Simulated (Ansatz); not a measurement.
SiO$_{2}$:
```cif
data_O6Si3
_chemical_formula_sum 'Si3 O6'
_space_group_name_H-M_alt 'P 1'
_space_group_IT_number 1
_cell_length_a 4.94785
_cell_length_b 4.94785
_cell_length_c 5.44071
_cell_angle_alpha 90.000
_cell_angle_beta 90.000
_cell_angle_gamma 120.000
loop_
_space_group_symop_operation_xyz
  'x, y, z'
loop_
_atom_site_label
_atom_site_type_symbol
_atom_site_fract_x
_atom_site_fract_y
_atom_site_fract_z
_atom_site_occupancy
Si1 Si 0.47032 0.00000 0.83333 1
Si2 Si 0.00000 0.47032 0.16667 1
Si3 Si 0.52968 0.52968 0.50000 1
O1 O 0.41253 0.26701 0.71453 1
O2 O 0.73299 0.14552 0.04786 1
O3 O 0.85448 0.58747 0.38120 1
O4 O 0.14552 0.73299 0.95214 1
O5 O 0.26701 0.41253 0.28547 1
O6 O 0.58747 0.85448 0.61880 1
```

Relaxed with PBEsol.

Task: Give the optical modes at the zone centre with their infrared activity from DFPT, the program Ansatz at the PBEsol level (PAW).

Result: Transverse frequencies, without the LO–TO term; a row sums one degenerate level.

```csv
ω (cm⁻¹),degeneracy,IR ((D/Å)²/amu),activity,symmetry
121,2,0.00,IR-inactive,E
197,1,0.00,IR-inactive,A1
249,2,0.40,IR,E
336,1,0.00,IR-inactive,A1
341,1,4.61,IR,A2
371,2,5.75,IR,E
421,2,16.04,IR,E
441,1,0.00,IR-inactive,A1
466,1,8.64,IR,A2
674,2,1.21,IR,E
756,1,3.38,IR,A2
775,2,6.75,IR,E
1044,2,84.63,IR,E
1051,1,44.54,IR,A2
1060,1,0.00,IR-inactive,A1
1134,2,1.08,IR,E
```

Task: How high does the top mode go among those that the LO–TO term moves?

Result: 1203 cm⁻¹ for q along x, 1203 cm⁻¹ for q along y, 1212 cm⁻¹ for q along z.

Space group P3_121. Symmetry was held in the PBEsol relaxation.

Potentials: the later of the program's two PAW sets.
